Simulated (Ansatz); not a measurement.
Energy over volume and axial ratio for SnS (rock salt)

SnS (rock salt), conventional cell a = 5.7437 Å, b = 5.7437 Å, c = 5.7437 Å, α = 90.00°, β = 90.00°, γ = 90.00°. The calculation uses the primitive cell of 2 atoms, to which meshes and values per cell refer.

Two coordinates are scanned: the volume, and the ratio of the stretch along z (the conventional c axis) to the stretch across it. Atoms keep their fractional coordinates.

Method: PBEsol (plane waves to 420 eV, PAW, scalar-relativistic; Ansatz, a quantum-chemistry and plane-wave program). k mesh 10×10×10 (Γ-centred), Fermi-Dirac smearing 0.05 eV. Energies are smeared free energies. Compression counts positive. As the smearing reaches across the gap at some points, the response to shear is sensitive to the k mesh, so small differences along c/a are uncertain. SnS was relaxed with its symmetry unable to fall. This is one of several known forms of SnS; the measured ambient cells at hand have space group No. 62. The zero of ΔE is the relaxed starting cell.

ΔE (eV/atom), with V/V₀ across and (c/a)/(c/a)₀ down:

| (c/a)/(c/a)₀ \ V/V₀ | 0.920 | 0.947 | 0.973 | 1.000 | 1.027 | 1.053 | 1.080 |
|---|---|---|---|---|---|---|---|
| 0.920 | 0.098 | 0.075 | 0.060 | 0.052 | 0.051 | 0.056 | 0.065 |
| 0.947 | 0.061 | 0.040 | 0.027 | 0.022 | 0.023 | 0.030 | 0.042 |
| 0.973 | 0.040 | 0.020 | 0.009 | 0.005 | 0.008 | 0.016 | 0.029 |
| 1.000 | 0.033 | 0.014 | 0.003 | 0.000 | 0.003 | 0.012 | 0.025 |
| 1.027 | 0.039 | 0.020 | 0.008 | 0.005 | 0.007 | 0.016 | 0.029 |
| 1.053 | 0.055 | 0.035 | 0.022 | 0.017 | 0.019 | 0.026 | 0.038 |
| 1.080 | 0.080 | 0.058 | 0.043 | 0.037 | 0.036 | 0.042 | 0.053 |

P (GPa), with V/V₀ across and (c/a)/(c/a)₀ down:

| (c/a)/(c/a)₀ \ V/V₀ | 0.920 | 0.947 | 0.973 | 1.000 | 1.027 | 1.053 | 1.080 |
|---|---|---|---|---|---|---|---|
| 0.920 | 7.1 | 4.9 | 2.9 | 1.1 | -0.5 | -1.8 | -3.1 |
| 0.947 | 6.5 | 4.2 | 2.2 | 0.5 | -1.1 | -2.4 | -3.6 |
| 0.973 | 6.1 | 3.9 | 1.9 | 0.1 | -1.4 | -2.8 | -3.9 |
| 1.000 | 6.0 | 3.7 | 1.7 | 0.0 | -1.5 | -2.9 | -4.0 |
| 1.027 | 6.1 | 3.8 | 1.9 | 0.1 | -1.4 | -2.8 | -3.9 |
| 1.053 | 6.4 | 4.2 | 2.2 | 0.4 | -1.1 | -2.5 | -3.7 |
| 1.080 | 6.9 | 4.6 | 2.6 | 0.8 | -0.7 | -2.1 | -3.3 |

Summary:

* **Shear modulus C′ = (C11 − C12)/2 (fit, atoms clamped)**: 70 GPa
* **Lowest place on the grid**: V/V₀ = 1.000, (c/a)/(c/a)₀ = 1.000 (0 meV/atom)
* **Highest place on the grid**: V/V₀ = 0.920, (c/a)/(c/a)₀ = 0.920 (98 meV/atom)

The 49 points together took around 2.9 core-minutes (rough).

(A scan under strain: stresses follow from slopes of the energy per volume, elastic moduli from its curvatures.)
